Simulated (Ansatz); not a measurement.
Notes on a calculation: fluorite-structured EuTe2

Computed with Ansatz (plane waves, PAW, 420 eV cutoff): PBE, scalar-relativistic, collinear spin, Γ-centred 8×8×4 mesh, 0.05 eV Gaussian smearing. The datasets are Ansatz's generated set soft_2.

The start was a prototype's sites filled with these elements, not a measured cell.

The start:

```
CELL_PARAMETERS angstrom
0.00000 3.71078 3.71078
3.71078 0.00000 3.71078
3.71078 3.71078 0.00000
ATOMIC_POSITIONS crystal
Eu 0.00000 0.00000 0.00000
Te 0.25000 0.25000 0.25000
Te 0.75000 0.75000 0.75000
```

Starting moments (μB, in the order of the atoms): 6.0, 0.0, 0.0.

The first steps of the search for zero pressure:

| run | level | k-mesh | kind | V (Å³/atom) | P (GPa) | gap on the mesh (eV) | largest moment (μB) |
| --- | --- | --- | --- | --- | --- | --- | --- |
| 1 | PBE | 8×8×8 | fixed cell | 34.06 | 2.3 | metal | 6.64 |
| 2 | PBE | 8×8×8 | fixed cell | 34.59 | 1.7 | metal | 6.65 |

**Question.** At which volume does PBE reach zero pressure?

**Answer.** 36.03 Å³/atom, about 5.8 % over the start.

The steps that followed:

| run | level | k-mesh | kind | V (Å³/atom) | P (GPa) | E − E(final) (meV/atom) | gap on the mesh (eV) | largest moment (μB) |
| --- | --- | --- | --- | --- | --- | --- | --- | --- |
| 3 | PBE | 8×8×8 | fixed cell | 36.18 | 0.0 | 5.8 | metal | 6.67 |
| 4 | PBE | 8×8×4 | shape and atoms relaxed, volume fixed, new magnetic order | 36.18 | -0.1 | 0.1 | metal | 6.64 |
| 5 | PBE | 8×8×4 | shape and atoms relaxed, volume fixed, new magnetic order | 36.03 | 0.0 | 0.0 | metal | 6.64 |

The cell is relaxed to zero pressure at this level.

The final structure (symmetry read at 0.01 Å). Symmetry: Fm-3m, No. 225, cubic system. The conventional cell has a = 7.562 Å, b = 7.562 Å, c = 7.562 Å, α = 90.00°, β = 90.00°, γ = 90.00°. Eu (site symmetry m-3m) has 8 Te at 3.27 Å as nearest neighbours. Around Te (site symmetry -43m) lie 4 Eu at 3.27 Å. (Neighbours are counted to 15 % beyond the shortest distance.)

Among 5 magnetic starts the lowest energy, to 0.5 meV/atom, came from: antiferromagnetic, doubled cell, propagation vector (0, 0, 1/2). The next state (antiferromagnetic, doubled cell, propagation vector (0, 1/2, 1/2)) lies 1.7 meV/atom higher. At the final geometry the gap, band path included, is zero (metallic) and the site spin moments are Eu 6.64, -6.64; Te -0.08, 0.08 μB. The equation of state gives B0 = 34 GPa and B0′ = 4.5. Against the elements' standard states, run alike and uncorrected, the formation energy is -0.90 eV/atom. The runs in the table took roughly 2.3 core-minutes.

Without a U the 4f levels of Eu lie too near the Fermi level, so their share of the states there, and what hangs on it, is overstated. These numbers lack spin–orbit coupling. The run wasn't fully tested for a lower electronic state. Site moments are of spin, integrated over atomic spheres. A displaced or strained copy of the relaxed cell lay 0.7 meV/atom lower, so on this mesh the structure isn't a minimum; in a metal a finer mesh can change so small a difference.
